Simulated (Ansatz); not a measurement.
Consider the following.

MgO:
```
MgO
1.0
    3.45166     0.00000     0.00000
   -1.72583     2.98923     0.00000
    0.00000     0.00000     4.13954
Mg O
2 2
Cartesian
  1.72583   0.99641   3.10466
  0.00000   1.99282   1.03489
  1.72583   0.99641   1.03489
  0.00000   1.99282   3.10466
```

This is the LDA-relaxed structure. x, y and z are the axes in which the lattice vectors are written.

### Question
All from plane-wave PAW LDA (Ansatz code), unless another level is named. Give the Young's modulus.

### Answer
171 GPa.

### Question
What about the highest zone-centre frequency (without LO–TO term)?

### Answer
551 cm^-1.

### Question
Next, the elastic constants (relaxed ions, GPa)?

### Answer
C11 = 197, C12 = 137, C13 = 79.9, C33 = 287, C44 = 119.

### Question
Give the vibrational entropy at 300 K.

### Answer
13.8 J/(K·mol of atoms).

Space group P6_3/mmc. The workflow started from a Materials Project entry (that database holds measured and hypothetical structures alike); the Crystallography Open Database copy checked does not list it. It is not the phase usual at ambient conditions (space group No. 225). Symmetry was held in the LDA relaxation; phonons on a q-mesh show no instability.

Potentials: the earlier of the program's two PAW sets.
